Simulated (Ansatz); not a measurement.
HBr:
```cif
data_H2Br2
_chemical_formula_sum 'H2 Br2'
_space_group_name_H-M_alt 'P 1'
_space_group_IT_number 1
_cell_length_a 4.10115
_cell_length_b 4.10115
_cell_length_c 5.43998
_cell_angle_alpha 90.000
_cell_angle_beta 90.000
_cell_angle_gamma 80.310
loop_
_space_group_symop_operation_xyz
  'x, y, z'
loop_
_atom_site_label
_atom_site_type_symbol
_atom_site_fract_x
_atom_site_fract_y
_atom_site_fract_z
_atom_site_occupancy
H1 H 0.06080 0.93920 0.81670 1
H2 H 0.93920 0.06080 0.31670 1
Br1 Br 0.25487 0.74513 0.00430 1
Br2 Br 0.74513 0.25487 0.50430 1
```

Relaxed with r²SCAN+D4.

**Question.** Give the optical modes at the zone centre with their infrared and Raman activity from DFPT, DFT-r²SCAN+D4 in the program Ansatz with PAW potentials.

**Answer.** Transverse frequencies, without the LO–TO term; a row sums one degenerate level.

```
ω (cm⁻¹)  degeneracy  IR ((D/Å)²/amu)  Raman (Å⁴/amu)  activity  symmetry
--------  ----------  ---------------  --------------  --------  --------
43                 1             0.00            0.82     Raman        A2
67                 1             0.37             5.8  IR+Raman        A1
85                 1             0.25            0.46  IR+Raman        B2
294                1             0.00            0.14     Raman        A2
314                1             0.54             1.2  IR+Raman        A1
373                1             0.84            0.24  IR+Raman        B1
582                1             0.42            0.21  IR+Raman        B2
2237               1            47.01            6300  IR+Raman        A1
2327               1            29.05            2800  IR+Raman        B2
```

**Question.** How high does the top mode go among those that the LO–TO term moves?

**Answer.** 384 cm⁻¹ for q along x, 2379 cm⁻¹ for q along y, 2320 cm⁻¹ for q along z.

Space group Cmc2_1. The workflow started from an entry of the Crystallography Open Database (COD), which files this formula under 3 space groups. The cell was relaxed with r²SCAN+D4 under the symmetry of its start; of distortions, only those at the zone centre were tested. The substance is a gas or liquid at ambient conditions.

Potentials: the later of the program's two PAW sets.
